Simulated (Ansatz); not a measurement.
## ZnAu under compression and expansion

```
CELL_PARAMETERS angstrom
3.14700 0.00000 0.00000
0.00000 3.14700 0.00000
0.00000 0.00000 3.14700
ATOMIC_POSITIONS crystal
Zn 0.50000 0.50000 0.50000
Au 0.00000 0.00000 0.00000
```

The conventional cell has a = 3.147 Å, b = 3.147 Å, c = 3.147 Å, α = 90.00°, β = 90.00°, γ = 90.00°. Around Zn (atom 1) lie 8 Au at 2.73 Å. Au (atom 2) has 8 Zn at 2.73 Å as nearest neighbours.

The cell is COD entry 1510322, as deposited and not checked against the literature; nothing was relaxed.

No spin–orbit coupling, which matters for the heavy atoms here.

Levels of theory: DFT, PBEsol, all-electron LAPW, scalar-relativistic (Ansatz 0.2.0); DFT, PBEsol, PAW with Ansatz's default frozen-core files, scalar-relativistic (Ansatz 0.2.0).

For LAPW: a Γ-centred 13×13×13 k mesh, Fermi–Dirac smearing of 0.05 eV, basis error target 0.5 meV/atom, no spin polarisation. PAW takes a cutoff of 420 eV at this cell (files made with PBE, cores remade for this functional). The Ansatz runs share mesh, smearing and spin set-up. Plane-wave (PAW) pressures include the program's estimate of the Pulay term.

The cell above is scaled evenly, with fractional coordinates and shape held.

```
V/V(cell)  V (Å³/atom)  P, LAPW (GPa)  P, PAW (GPa)
   0.9400       14.648           7.11          7.11
   0.9600       14.960           3.52          3.52
   0.9800       15.272           0.37          0.37
   0.9900       15.427              ?             ?
   1.0000       15.583          -2.39         -2.40
   1.0100       15.739          -3.65         -3.66
   1.0200       15.895          -4.82         -4.83
   1.0400       16.207          -6.94         -6.96
   1.0600       16.518          -8.80         -8.82
```

(1) Fill in the row V/V(cell) = 0.9900.

(2) What do Birch–Murnaghan fits to the pressures give?

Answers

(1) P, LAPW (GPa) = -1.06, P, PAW (GPa) = -1.06.

(2) LAPW: V0 = 15.31 Å³/atom, B0 = 143 GPa, B0′ = 5.4; PAW: V0 = 15.31 Å³/atom, B0 = 143 GPa, B0′ = 5.4.
